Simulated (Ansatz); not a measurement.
Starting cell, ZnS (wurtzite):

```yaml
crystal:
  lattice:
    - [3.84511, 0.00000, 0.00000]
    - [-1.92255, 3.32996, 0.00000]
    - [0.00000, 0.00000, 6.30566]
  atoms:
    - { symbol: Zn, position: [0.66667, 0.33333, 0.99985] }
    - { symbol: Zn, position: [0.33333, 0.66667, 0.49985] }
    - { symbol: S, position: [0.66667, 0.33333, 0.62535] }
    - { symbol: S, position: [0.33333, 0.66667, 0.12535] }
```

The atoms are displaced by Q × the pattern below (from a DFPT mode at Γ, largest move 1; Q in Å), at fixed cell. It is one choice among 2 degenerate patterns.

```json
[
 {"atom": "Zn1", "x": "0.000", "y": "0.490", "z": "0.000"},
 {"atom": "Zn2", "x": "0.000", "y": "0.490", "z": "0.000"},
 {"atom": "S3", "x": "0.000", "y": "-1.000", "z": "0.000"},
 {"atom": "S4", "x": "0.000", "y": "-1.000", "z": "0.000"}
]
```

The numbers are results of PBE (plane waves to 420 eV, PAW, scalar-relativistic; Ansatz, a quantum-chemistry and plane-wave program), not measurements. k mesh 10×10×5 (Γ-centred), Fermi-Dirac smearing 0.05 eV. Energies are smeared free energies. ZnS was relaxed with its symmetry unable to fall. ΔE is measured from the undisplaced structure.

What ΔE (eV/cell) does the calculation give at Q (Å) = -0.233, -0.093, -0.047, 0.047, 0.140?


```json
[
 {"Q (Å)": "-0.233", "ΔE (eV/cell)": "0.727"},
 {"Q (Å)": "-0.093", "ΔE (eV/cell)": "0.107"},
 {"Q (Å)": "-0.047", "ΔE (eV/cell)": "0.027"},
 {"Q (Å)": "0.047", "ΔE (eV/cell)": "0.027"},
 {"Q (Å)": "0.140", "ΔE (eV/cell)": "0.246"}
]
```

(For displaced atoms, the force is minus the slope of the energy, and its curvature is a force constant, which sets phonon frequencies.)
